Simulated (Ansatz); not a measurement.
MgRh (CsCl type, space group No. 221) at seven volumes, PBEsol (plane waves, PAW; program Ansatz), scaled uniformly. One row is withheld.

```tsv
V (Å³/atom)	P (GPa)
13.332	14.85
13.772	9.06
14.211	4.15
14.651	0.00
15.090	?
15.530	-6.52
15.969	-9.05
```

Q: Fit the shown pressures and predict the withheld one.

A: P = (3/2)B₀(x^(7/2) − x^(5/2))[1 + (3/4)(B′ − 4)(x − 1)] with x = (V₀/V)^(2/3). Least squares on the six rows gives V₀ = 14.651 Å³/atom, B₀ = 127 GPa, B′ = 4.48. At V = 15.090, x = 0.9805 and P = -3.51 GPa. The run itself gave -3.53 GPa.

Space group Pm-3m (CsCl type). The workflow started from an entry of the Crystallography Open Database (COD). Its standing as an ambient phase is unchecked. Symmetry was held in the PBEsol relaxation; of distortions, only those at the zone centre were tested. The run is not spin-polarised.

Potentials: the later of the program's two PAW sets.
